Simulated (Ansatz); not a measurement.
**LaTiGe, a known structure type with other elements, at an estimated volume**

```
CELL_PARAMETERS angstrom
4.22386 0.00000 0.00000
0.00000 4.22386 0.00000
0.00000 0.00000 7.95950
ATOMIC_POSITIONS crystal
La 0.25000 0.25000 0.65800
La 0.75000 0.75000 0.34200
Ge 0.25000 0.25000 0.25700
Ge 0.75000 0.75000 0.74300
Ti 0.75000 0.25000 0.00000
Ti 0.25000 0.75000 0.00000
```

The numbers come from plane-wave PAW DFT (Ansatz): PBEsol, no spin polarisation, 420 eV, 8×8×5 Γ-centred k points, fermi-dirac occupations (width 0.1 eV). Nothing was relaxed.

Problem. Which atom feels the largest force, and which way?

Solution. The largest is on Ge3 (and as large on other atoms): 1.71 eV/Å, components (0.00, 0.00, -1.71). It makes 46° with the line to a nearest neighbour, Ti5 at 2.94 Å.

Problem. Which element gives electrons and which takes them?

Solution. Bader charges in e: La +1.07, Ti +0.58, Ge -1.65. In the mean La gives up most and Ge takes most.

Problem. What happens at the Fermi level?

Solution. It is a metal, with about 8.5 states/eV a cell as the mean within 0.25 eV of the Fermi level, mostly Ti d (50 %) and La d (29 %).

Problem. Describe some of the short contacts.

Solution. Ge–Ti at 2.94 Å: least valence density 0.20 e/Å³ and ELF 0.24 there. Ti–Ti at 2.99 Å: least valence density 0.17 e/Å³ and ELF 0.28 there. La–Ge at 3.06 Å: least valence density 0.21 e/Å³ and ELF 0.21 there. These are pseudo-fields; inside the PAW spheres they differ from the all-electron ones.

Origin: a known structure type with other elements, at an estimated volume, so it need not be a known compound. Caveats: many states at the Fermi level without spin polarisation, so a magnetic state may lie lower; atoms or cell far from equilibrium; f levels without a U or exact exchange are poorly placed.
